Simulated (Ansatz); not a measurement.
SiO₂:
```cif
data_O8Si4
_chemical_formula_sum 'Si4 O8'
_space_group_name_H-M_alt 'P 1'
_space_group_IT_number 1
_cell_length_a 6.99752
_cell_length_b 6.99752
_cell_length_c 6.99752
_cell_angle_alpha 90.643
_cell_angle_beta 104.751
_cell_angle_gamma 137.236
loop_
_space_group_symop_operation_xyz
  'x, y, z'
loop_
_atom_site_label
_atom_site_type_symbol
_atom_site_fract_x
_atom_site_fract_y
_atom_site_fract_z
_atom_site_occupancy
Si1 Si 0.14972 0.59170 0.74220 1
Si2 Si 0.84950 0.40753 0.25780 1
Si3 Si 0.14972 0.90753 0.05803 1
Si4 Si 0.84950 0.09170 0.94197 1
O1 O 0.07749 0.34954 0.84581 1
O2 O 0.50373 0.23168 0.15419 1
O3 O 0.07749 0.73168 0.22795 1
O4 O 0.50373 0.84954 0.77205 1
O5 O 0.93779 0.93779 0.00000 1
O6 O 0.93779 0.43779 0.50000 1
O7 O 0.87598 0.22633 0.14966 1
O8 O 0.07667 0.72633 0.85034 1
```

Relaxed with r²SCAN.

**Question.** Give the optical modes at the zone centre with their infrared activity from DFPT, DFT-r²SCAN in the program Ansatz with PAW potentials.

**Answer.** Transverse frequencies, without the LO–TO term; a row sums one degenerate level.

```
ω (cm⁻¹)  degeneracy  IR ((D/Å)²/amu)     activity  symmetry
--------  ----------  ---------------  -----------  --------
80                 1             0.01           IR        B2
98                 1             0.00  IR-inactive        B1
130                1             0.01  IR-inactive        A1
223                1             0.04           IR        A1
266                1             0.00  IR-inactive        A2
268                1             0.07           IR        B2
270                1             0.01           IR        B1
286                1             0.00  IR-inactive        A2
296                1             0.24           IR        A1
331                1             0.00  IR-inactive        A2
356                1             0.54           IR        B2
375                1             0.57           IR        B1
409                1            10.76           IR        B1
410                1             0.00  IR-inactive        A2
417                1             4.81           IR        B2
441                1            13.11           IR        A1
471                1             6.18           IR        B2
494                1             3.76           IR        A1
625                1             5.62           IR        B1
687                1             0.00  IR-inactive        A2
694                1             2.79           IR        B2
790                1             2.54           IR        B2
791                1             1.89           IR        A1
799                1             0.00  IR-inactive        A2
805                1             0.35           IR        A1
1075               1             0.03           IR        B1
1078               1            58.64           IR        A1
1082               1             0.00  IR-inactive        A2
1093               1            58.38           IR        B1
1105               1            53.75           IR        B2
1181               1             0.00  IR-inactive        A2
1199               1             3.48           IR        B2
1232               1             0.09           IR        B1
```

**Question.** How high does the top mode go among those that the LO–TO term moves?

**Answer.** 1238 cm⁻¹ for q along x, 1254 cm⁻¹ for q along y, 1219 cm⁻¹ for q along z.

Space group Ima2. The first step of the workflow began from a Materials Project structure, measured or hypothetical; the Crystallography Open Database copy checked does not list it. It is not the phase usual at ambient conditions (space group No. 92, 152, 154). Symmetry was held in the r²SCAN relaxation; whether a distortion lowers the energy is not shown.

Potentials: the earlier of the program's two PAW sets. The files were generated under PBE; for other functionals the program regenerates the frozen cores, and for LDA and PBEsol the local potential too.
